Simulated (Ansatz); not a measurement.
A plane-wave DFT run in Ansatz 0.2.0 (scalar-relativistic PAW potentials unless the input names others): input and command.

```yaml
crystal:
  lattice:
    - [-1.5707206298, 1.5707206298, 13.0664056509]
    - [1.5707206298, -1.5707206298, 13.0664056509]
    - [1.5707206298, 1.5707206298, -13.0664056509]
  atoms:
    - { symbol: Sc, position: [0.4307730327, 0.4307730327, 0.0] }
    - { symbol: Sc, position: [0.1807730327, 0.6807730327, 0.5] }
    - { symbol: Sc, position: [0.3192269673, 0.8192269673, 0.5] }
    - { symbol: Sc, position: [0.5692269673, 0.5692269673, 0.0] }
    - { symbol: Ge, position: [0.0, 0.0, 0.0] }
    - { symbol: Ge, position: [0.75, 0.25, 0.5] }
basis:
  ecutwfc: 420
  precision: f64
kpoints:
  mp_grid: { grid: [16, 16, 16] }
hamiltonian:
  xc: pbe
scf:
  occupations: { method: cold, width: 0.025 }
  mixing: { algorithm: broyden, beta: 0.5, ndim: 4 }
  eigensolver: { kind: davidson }
output:
  forces: true
  eigenvalues: true
  stress: true
```

```bash
ansatz run input.yaml --threads 1 --pin off --max-ram 2560MiB --backend cpu --events-out ev --progress --plain --runs-dir out
```

Abridged log:
```
Basis set: ecut = 420 eV, 2575 PW (Γ), FFT grids on a1+a3, a2+a3, a3, exchange–correlation on 48×48×180 points (8 copies of the dense FFT grid, shifted against one another)
Bands: 44, of which v1, the nominal top of the filled ones, is band 36 counted from 1 (35 counted from 0)
Symmetry: 16 space group operations
k-points: 349 of 4096
SCF iter   1: F=—  HF=-17135.319683 eV  |F-HF|=—  |Δ(HF+E_count)|=         —  Δρ=4.02e-3  dr2=3.01e-2  ethr=1.77e-3  ⟨swp⟩=5.4  Hψ=61037  notcnv=0
SCF iter   2: F=—  HF=-17135.317480 eV  |F-HF|=—  |Δ(HF+E_count)|=   2.20e-3  S|Δr|=    0.00e0  Δρ=2.44e-3  dr2=1.32e-2  ethr=4.18e-5  ⟨swp⟩=3.2  Hψ=32197  notcnv=0  defer=33  κ⁻¹=1.0e0(r=1)
SCF iter   3: F=—  HF=-17135.315671 eV  |F-HF|=—  |Δ(HF+E_count)|=   1.81e-3  S|Δr|=    0.00e0  Δρ=7.94e-4  dr2=4.22e-4  ethr=5.54e-7  ⟨swp⟩=3.9  Hψ=74321  notcnv=0  defer=62  κ⁻¹=6.9e-3(r=2)
SCF iter   4: F=—  HF=-17135.315595 eV  |F-HF|=—  |Δ(HF+E_count)|=   7.68e-5  S|Δr|=    0.00e0  Δρ=3.23e-4  dr2=1.35e-4  ethr=5.54e-7  ⟨swp⟩=3.1  Hψ=29278  notcnv=0  defer=38  κ⁻¹=2.8e-3(r=3)
SCF iter   5: F=—  HF=-17135.315593 eV  |F-HF|=—  |Δ(HF+E_count)|=   2.20e-6  S|Δr|=    0.00e0  Δρ=8.36e-5  dr2=1.01e-5  ethr=1.87e-7  ⟨swp⟩=3.8  Hψ=31464  notcnv=0  defer=22  κ⁻¹=1.6e-4(r=4)
SCF iter   6: F=—  HF=-17135.315593 eV  |F-HF|=—  |Δ(HF+E_count)|=   3.14e-7  S|Δr|=    0.00e0  Δρ=4.53e-5  dr2=3.69e-6  ethr=1.40e-8  ⟨swp⟩=4.0  Hψ=35798  notcnv=0  defer=13  κ⁻¹=1.4e-4(r=4)
SCF iter   7: F=—  HF=-17135.315593 eV  |F-HF|=—  |Δ(HF+E_count)|=   1.44e-7  S|Δr|=    0.00e0  Δρ=2.28e-5  dr2=6.56e-7  ethr=5.12e-9  ⟨swp⟩=4.1  Hψ=35019  notcnv=0  defer=7  κ⁻¹=1.4e-3(r=4)
SCF iter   8: F=—  HF=-17135.315593 eV  |F-HF|=—  |Δ(HF+E_count)|=   8.68e-8  S|Δr|=    0.00e0  Δρ=1.14e-5  dr2=1.25e-7  ethr=9.11e-10  ⟨swp⟩=4.2  Hψ=39936  notcnv=0  defer=5  κ⁻¹=2.3e-3(r=4)
SCF iter   9: F=-17135.315593 eV  HF=-17135.315593 eV  |F-HF|=1.10e-8  |Δ(HF+E_count)|=   1.15e-8  S|Δr|=    0.00e0  Δρ=5.78e-6  dr2=3.51e-8  ethr=1.73e-10  ⟨swp⟩=3.2  Hψ=29472  notcnv=0  defer=5
SCF 1 converged in 9 iterations: F = -17135.315593 eV  dr2 = 3.51e-8
  Residual-converged pass: ⟨swp⟩=3.3  Hψ=33336  notcnv=0  max |occ|·‖R‖ = 6.6e-6 eV (tolerance 6.7e-6 eV) dr2=3.44e-8  dr2_onsite=2.62e-9  max |Δocc| = 3.4e-9
SCF converged after 9 iterations
Stability not checked: this state was not tested for a lower state beside it, because cold or Methfessel-Paxton smearing, or corrected tetrahedra, fill the levels in a way that the test cannot read (fill_not_monotonic; see scf.lower_state_search)
Free energy (F): -17135.315593 eV
Harris-Foulkes:  -17135.315593 eV  (|F-HF|=1.10e-8)
Internal energy: -17135.315216 eV  (E = F + TS)
E sigma→0 (E₀):  -17135.315467 eV
Entropy (-TS):   -0.000377 eV (-0.063 meV/atom)
Fermi energy:    10.585439 eV
--- Forces (eV/Å), atoms counted from 1 ---
  atom   1  Sc     0.00000000     0.00000000     0.00353460
  atom   2  Sc     0.00000000     0.00000000     0.00353460
  atom   3  Sc     0.00000000     0.00000000    -0.00353460
  atom   4  Sc     0.00000000     0.00000000    -0.00353460
  atom   5  Ge     0.00000000     0.00000000     0.00000000
  atom   6  Ge     0.00000000     0.00000000     0.00000000
--- Stress (GPa, compression-positive) ---
       -0.027161       0.000000       0.000000
        0.000000      -0.027161       0.000000
        0.000000       0.000000      -0.002528
  P = ⅓ Tr σ = -0.0189 GPa (-0.189 kbar)
```

Apart from outputs, empty bands and the relaxation, which only the reference makes, the input differs from a reference run on usual settings in scf.mixing.algorithm: not typed → "broyden"; scf.mixing.beta: not typed → 0.5; scf.mixing.ndim: not typed → 4; scf.occupations.method: "gaussian" → "cold"; scf.occupations.width: 0.1 → 0.025; scf.eigensolver.kind: not typed → "davidson"; basis.precision: not typed → "f64". The reference, at the same geometry, ended its own course with pressure 0.00 GPa, largest force 0.000 eV/Å, no gap on the mesh. This run converged in 9 SCF iterations with an energy at zero smearing 0.16 meV/atom above the reference's, pressure -0.02 GPa, largest force 0.004 eV/Å, no gap on the mesh.

It took 3 min on 1 thread of Arm Neoverse V2, with other jobs on the host, peak memory 1.1 GiB.